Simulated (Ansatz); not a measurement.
# CsGa3Se2O6F6: gradients before and after relaxing the atoms

Start: a measured structure from the Crystallography Open Database (COD), atoms as given.

Space group P6_3mc (No. 186); a = 7.1876, c = 11.8681 Å, γ = 120.00°.

```
site  Wyckoff  site symmetry       x       y       z
  Cs       2b            3m.  0.6667  0.3333  0.0760
  Ga       6c            .m.  0.6678  0.8339  0.2695
 Se9       2a            3m.  0.0000  0.0000  0.4824
Se11       2b            3m.  0.3333  0.6667  0.0548
 O13       6c            .m.  0.7550  0.8775  0.4216
 O19       6c            .m.  0.5830  0.7915  0.1139
 F25       6c            .m.  0.8741  0.7482  0.2335
 F31       6c            .m.  0.4607  0.9214  0.3063
```

One atom of each set is listed.

All values are calculated (Ansatz; DFT, PBE, plane waves and PAW, scalar-relativistic, 420 eV cutoff, Γ-centred 4×4×2 k-points, Fermi–Dirac smearing 0.02 eV), not measured.

The largest force at the start is 1.2 eV/Å. Relaxing the ions at fixed cell moves them by 0.074 Å at most (atom 29, F) and 0.042 Å rms.

```
site  moved (Å)                          first shell before                           first shell after  V_zz before (10²¹ V/m²)  η before
  Cs      0.003      9 F at 3.19–3.75 Å, 9 O at 3.20–3.66 Å      9 F at 3.12–3.74 Å, 9 O at 3.15–3.66 Å                     0.79      0.00
  Ga      0.010      2 O at 1.89–1.92 Å, 4 F at 1.92–1.93 Å      2 O at 1.90–1.94 Å, 4 F at 1.94–1.95 Å                    -7.05      0.00
 Se9      0.040                               3 O at 1.69 Å                               3 O at 1.72 Å                    -38.7      0.00
Se11      0.030                               3 O at 1.71 Å                               3 O at 1.72 Å                    -37.6      0.00
 O13      0.053  1 Se at 1.69 Å, 1 Ga at 1.89 Å, angle 132°  1 Se at 1.72 Å, 1 Ga at 1.90 Å, angle 130°                    14.06      0.36
 O19      0.013  1 Se at 1.71 Å, 1 Ga at 1.92 Å, angle 130°  1 Se at 1.72 Å, 1 Ga at 1.94 Å, angle 130°                    13.79      0.31
 F25      0.074                  2 Ga at 1.92 Å, angle 138°                  2 Ga at 1.95 Å, angle 134°                    12.55      0.33
 F31      0.036                  2 Ga at 1.93 Å, angle 138°                  2 Ga at 1.94 Å, angle 136°                    12.09      0.27
```

Problem. What are V_zz and η after the relaxation?

Solution. 

```tsv
site	V_zz after	η after	change of V_zz
Cs	1.06	0.00	+0.27
Ga	-6.96	0.11	+0.09
Se9	-37.6	0.00	+1.12
Se11	-37.0	0.00	+0.60
O13	14.17	0.45	+0.11
O19	14.03	0.34	+0.24
F25	11.65	0.47	-0.90
F31	11.86	0.35	-0.23
```

The largest change of V_zz is on Se9, from -38.7 to -37.6. In per cent, |V_zz| changes by +35 on Cs, -1 on Ga, -3 to -2 on Se, +1 to +2 on O, -7 to -2 on F (all sites that start above 0.5).

Without spin–orbit coupling (the program notes it for Cs) the gradients are little affected as a rule: paired runs on crystals with a gap mostly move them by under 2 % at such atoms.
